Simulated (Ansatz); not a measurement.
InSb (zincblende type), DFT, LDA, all-electron LAPW, scalar-relativistic (Ansatz 0.2.0), on 1 thread of Arm Neoverse V1 (shared host).

Command: `ansatz run input.yaml --threads 1 --pin off --max-ram 2048MiB --backend cpu --events-out ev --progress --plain --runs-dir out`

```yaml
crystal:
  lattice:
    - [0.0, 2.6422648923, 2.6422648923]
    - [2.6422648923, 0.0, 2.6422648923]
    - [2.6422648923, 2.6422648923, 0.0]
  atoms:
    - { symbol: In, position: [0.0, 0.0, 0.0] }
    - { symbol: Sb, position: [0.25, 0.25, 0.25] }
kpoints:
  mp_grid: { grid: [11, 11, 11] }
  band_path:
    path:
      - [0.0, 0.0, 0.0]
      - [-0.5, -0.5, 0.0]
      - [-0.375, -0.375, 0.25]
      - [-0.375, 0.0, 0.375]
      - [0.0, 0.0, 0.0]
      - [0.0, 0.0, 0.5]
      - [-0.5, -0.25, 0.25]
      - [-0.5, -0.5, 0.0]
    npoints: 8
scf:
  occupations: { method: fermi_dirac, width: 0.1 }
hamiltonian:
  xc: lda
  pseudopotentials: { kind: all_electron, lapw: { basis_error: 0.001 } }
output:
  forces: true
  stress: true
  eigenvalues: true
  populations: true
  dos: { projected: true, de: 0.2, e_range: [-14, 8] }
```

(1) How large is the problem that the program sets up?

(2) About how long does it take?

Answers

(1) 56 irreducible k-points, 725 plane waves at Γ, 39 bands.

(2) 98 s of wall time for 10 SCF iterations. Times on shared machines scatter by tens of per cent.
